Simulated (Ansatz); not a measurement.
# Ir, diamond: geometry optimisation

Method: Ansatz, DFT, PBEsol, plane waves (420 eV) with PAW, scalar-relativistic. (PAW data from PBE, frozen cores regenerated.)

k-point mesh 10×10×10, Fermi-Dirac smearing 0.1 eV, no spin polarisation. Cell and atoms relax.

Starting structure:

```yaml
crystal:
  lattice:
    - [0.0, 2.6731374252, 2.6731374252]
    - [2.6731374252, 0.0, 2.6731374252]
    - [2.6731374252, 2.6731374252, 0.0]
  atoms:
    - { symbol: Ir, position: [0.125, 0.125, 0.125] }
    - { symbol: Ir, position: [0.875, 0.875, 0.875] }
hamiltonian:
  xc: pbesol
  pseudopotentials:
    kind: paw
    azcp:
      Ir: "pseudopotentials/Ir.paw.azcp"
basis:
  ecutwfc: 420
  fft_grid_basis: typed
kpoints:
  mp_grid: { grid: [10, 10, 10], shift: [0, 0, 0] }
magnetization:
  spin_polarized: false
scf:
  occupations: { method: fermi_dirac, width: 0.1 }
relax:
  max_steps: 60
  f_tol: 0.01
  cell: {}
```

Question: What cell does the relaxation end in?

Answer: Fd-3m with a = 5.508 Å; 20.89 Å³ per atom against 19.10 at the start (9.4 %).

Question: How much energy does the relaxation gain?

Answer: 116.9 meV per atom.
